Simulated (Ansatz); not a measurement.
CoMo:
Space group P4/mmm (No. 123); a = b = 2.642 Å, c = 3.706 Å, α = β = γ = 90.00°

```
atom  site  symmetry       x       y       z
----  ----  --------  ------  ------  ------
Co      1a     4/mmm  0.0000  0.0000  0.0000
Mo      1d     4/mmm  0.5000  0.5000  0.5000
```

Relaxed with PBE.

### Question
Which orbitals make up the states near the Fermi level in DFT-PBE in the program Ansatz with PAW potentials?

### Answer
Within 0.5 eV of the Fermi level: Co 3d 57 %, Mo 4d 36 %. Projections are on Löwdin-orthogonalised atomic valence shells; empty p or d shells of many metals are not among them.

### Question
Tabulate the density of states.

### Answer
States/eV per cell of 2 atoms, in 0.25 eV bins, energy from the Fermi level.

```
E (eV)  total  Co 3d  Mo 4d  Co 4s
------  -----  -----  -----  -----
-7.85    0.02   0.00   0.00   0.01
-7.60    0.06   0.00   0.00   0.02
-7.35    0.09   0.00   0.00   0.04
-7.10    0.12   0.00   0.00   0.05
-6.85    0.15   0.00   0.00   0.06
-6.60    0.17   0.00   0.01   0.07
-6.35    0.20   0.00   0.01   0.08
-6.10    0.24   0.00   0.02   0.09
-5.85    0.33   0.02   0.07   0.11
-5.60    0.50   0.04   0.17   0.14
-5.35    0.90   0.10   0.40   0.22
-5.10    1.28   0.15   0.62   0.31
-4.85    1.52   0.21   0.79   0.33
-4.60    1.76   0.29   0.99   0.31
-4.35    1.49   0.31   0.86   0.17
-4.10    2.02   0.72   1.04   0.08
-3.85    2.50   1.00   1.27   0.03
-3.60    3.12   1.22   1.66   0.03
-3.35    2.71   1.16   1.34   0.03
-3.10    2.46   1.13   1.17   0.02
-2.85    2.35   1.21   1.01   0.02
-2.60    2.40   1.39   0.85   0.05
-2.35    2.31   1.39   0.76   0.06
-2.10    3.34   2.22   0.88   0.08
-1.85    3.73   2.60   0.85   0.09
-1.60    4.66   3.23   1.08   0.10
-1.35    5.12   3.61   1.23   0.08
-1.10    4.41   3.11   1.03   0.07
-0.85    3.42   2.42   0.76   0.05
-0.60    3.39   2.24   0.92   0.04
-0.35    2.15   1.25   0.74   0.02
-0.10    1.33   0.67   0.55   0.01
0.15     1.35   0.80   0.48   0.01
0.40     2.01   1.15   0.76   0.01
0.65     3.12   1.32   1.62   0.03
0.90     2.52   1.01   1.36   0.03
1.15     1.41   0.43   0.84   0.03
1.40     1.30   0.26   0.92   0.04
1.65     1.59   0.30   1.10   0.09
1.90     1.91   0.34   1.37   0.10
2.15     2.35   0.50   1.64   0.10
2.40     2.58   0.47   1.87   0.11
2.65     2.31   0.39   1.68   0.11
2.90     1.58   0.25   1.07   0.10
3.15     1.11   0.14   0.66   0.11
3.40     0.88   0.09   0.49   0.10
3.65     0.68   0.07   0.34   0.09
3.90     0.54   0.06   0.21   0.08
4.15     0.50   0.05   0.17   0.08
4.40     0.46   0.04   0.15   0.08
4.65     0.44   0.04   0.13   0.07
```

The start of the workflow was typed in or built on a structure type; neither database checked (COD, Materials Project) lists it. Its standing as an ambient phase is unchecked. The PBE relaxation kept the symmetry of its start; whether a distortion lowers the energy is not shown. The workflow began spin-polarised and lost its moments. Axis ratios of metals converge slowly with the k-mesh, so a and c are less sure than the volume. Scalar-relativistic: spin–orbit coupling is off unless named, which matters more the heavier the elements.

Potentials: the later of the program's two PAW sets.
